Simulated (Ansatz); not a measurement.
Input:

InNi₃N:
```
InNi3N
1.0
    3.83820     0.00000     0.00000
    0.00000     3.83820     0.00000
    0.00000     0.00000     3.83820
In Ni N
1 3 1
Direct
  0.00000   0.00000   0.00000
  0.50000   0.50000   0.00000
  0.00000   0.50000   0.50000
  0.50000   0.00000   0.50000
  0.50000   0.50000   0.50000
```

This is the r²SCAN-relaxed structure.

Question: All from r²SCAN in the plane-wave PAW code Ansatz, unless another level is named. Predict the electronic character.

Answer: metallic (no gap).

Question: Next, the density of states at the Fermi level?

Answer: 0.27 states/eV per atom (mean over ±0.08 eV).

Question: What about the formation energy from the elements (no fitted shifts)?

Answer: -0.13 eV/atom.

Space group Pm-3m (anti-perovskite). The first step of the workflow began from a Materials Project structure, measured or hypothetical; the Crystallography Open Database copy checked does not list it. Whether it is the stable phase at ambient conditions was not checked. The cell was relaxed with r²SCAN under the symmetry of its start; its stability against distortions is not shown here. No spin polarisation was allowed. The references are the lowest solids computed at this level, not always the standard phases (solids in place of the gases). Scalar-relativistic: spin–orbit coupling is off unless named, which matters more the heavier the elements.

Potentials: the earlier of the program's two PAW sets.
